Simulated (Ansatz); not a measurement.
Given:

AlNi:
```yaml
crystal:
  lattice:
    - [2.86297, 0.00000, 0.00000]
    - [0.00000, 2.86297, 0.00000]
    - [0.00000, 0.00000, 2.86403]
  atoms:
    - { symbol: Al, position: [0.00000, 0.00000, 0.00000] }
    - { symbol: Ni, position: [0.50000, 0.50000, 0.50000] }
```

This is the r²SCAN-relaxed structure.

Q: All from r²SCAN in the plane-wave PAW code Ansatz, unless another level is named. Predict the highest zone-centre frequency.

A: 309 cm^-1.

Q: Next, the bulk modulus (Birch–Murnaghan fit)?

A: 176 GPa.

Space group Pm-3m (CsCl type). The cell was relaxed with r²SCAN under the symmetry of its start; of distortions, only those at the zone centre were tested. The run is not spin-polarised. As this level gives no gap, phonon frequencies hold no LO–TO term and depend on the k-mesh and smearing (Fermi–Dirac, 0.1 eV here).

Potentials: the later of the program's two PAW sets.
